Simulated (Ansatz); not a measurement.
The start is a generated cell, Cu2O built in the cuprite structure type. The cell and all atomic positions are relaxed at zero pressure with PBEsol (plane waves to 420 eV, PAW, scalar-relativistic; Ansatz, a quantum-chemistry and plane-wave program). The first steps use a coarse 6×6×6 k-mesh.

Initial structure:
```
CELL_PARAMETERS angstrom
      4.26700     0.00000     0.00000
      0.00000     4.26700     0.00000
      0.00000     0.00000     4.26700
ATOMIC_POSITIONS crystal
  Cu 0.75000 0.75000 0.75000
  Cu 0.75000 0.25000 0.25000
  Cu 0.25000 0.75000 0.25000
  Cu 0.25000 0.25000 0.75000
  O  0.00000 0.00000 0.00000
  O  0.50000 0.50000 0.50000
```

Initial pressure: -3.8 GPa (negative: the cell is under tension)
Energy released: under 0.01 eV/atom
Volume change: -3.1 %, from 12.95 to 12.55 Å³/atom
Shortest distances (start → end): The closest pairs of elements (up to four, under 3.6 Å), start → end: Cu–O 1.85 → 1.83 Å; Cu–Cu 3.02 → 2.99 Å
Band gap at the end: 0.56 eV, direct at Γ (no spin-orbit coupling)
Optimiser moves: 5

It ends as:

Space group Pn-3m, origin choice 1 (No. 224); a = b = c = 4.222 Å, α = β = γ = 90.00°

| atom | site | symmetry | x | y | z |
|---|---|---|---|---|---|
| Cu | 4c | .-3m | 0.7500 | 0.7500 | 0.7500 |
| O | 2a | -43m | 0.0000 | 0.0000 | 0.0000 |

Final values are on a 8×8×8 k-mesh of the relaxed cell. No spin polarisation in the result.

The run could not lose the symmetry of its start; a randomly shaken copy of 6 atoms returns to this structure.

All atoms sit on sites fixed by symmetry, so only the cell could relax.
